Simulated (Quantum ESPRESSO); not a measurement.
# Planted mistakes on one cell of AlGaZnSiN4

The results below are calculated, not measured. They come from pw.x of Quantum ESPRESSO 7.5, a plane-wave density functional program, with PseudoDojo standard norm-conserving files (v0.5 for PBE, v0.4.1 for LDA and PBEsol). The cells are made up: elements, strain and atom displacements were drawn at random, and nothing was relaxed. There is no spin polarisation, spin-orbit coupling or dispersion term.

The cell has 8 sites of a wurtzite lattice (rectangular cell). Sites 1 to 4 hold Al Ga Zn Si; sites 5 to 8 hold N N N N. Cell vectors in Å: (3.311, 0.003, 0.002); (0.005, 5.591, 0.029); (0.003, 0.027, 5.304). Settings: PBE, cutoff 1143 eV, 5 x 4 x 4 k mesh shifted by half a step, Fermi-Dirac smearing of 0.025 eV.

The intended run has a self-consistency threshold of 1e-07 eV, a smearing term of 0.000 eV, a pressure of -15.94 GPa and 14 iterations. Each further run changes one thing: atoms of sites 1 and 3 exchanged; cutoff 580 eV; k mesh 2 x 2 x 2; one electron added; smearing 0.83 eV; threshold 0.1 eV. A coarse mesh keeps the shift, and a charged cell sits in a uniform background.

```
run,change of free energy (eV),smearing term -TS (eV),change of P (GPa),largest change of a force component (eV/Å),iterations
A,0.196,0.000,0.59,3.533,13
B,-0.658,0.000,-0.49,0.193,14
C,0.029,0.000,-1.17,0.362,4
D,55.837,0.000,-403.89,0.183,12
E,-0.743,-2.600,3.63,0.743,13
F,11.249,-0.006,29.60,1.136,13
```

A rerun of the intended cell at 1437 eV and k mesh 7 x 6 x 6 moved values by no more than 0.005 eV in the cell's energy, 0.06 GPa in stress and 0.006 eV/Å in force.

Question: which change belongs to which run?

## Worked reading

Run C has the fewest iterations, as a run stopped early does. Run E has the largest smearing term, as wide smearing gives. Run D has a higher energy and the largest fall in pressure, as too small a basis gives. Energies from files of another functional, or of a charged cell, have another zero and say nothing on stability; the pressure of a charged cell rests on the program's zero of potential too.

## Key

```
run                            change
  A  atoms of sites 1 and 3 exchanged
  B                  k mesh 2 x 2 x 2
  C                  threshold 0.1 eV
  D                     cutoff 580 eV
  E                  smearing 0.83 eV
  F                one electron added
```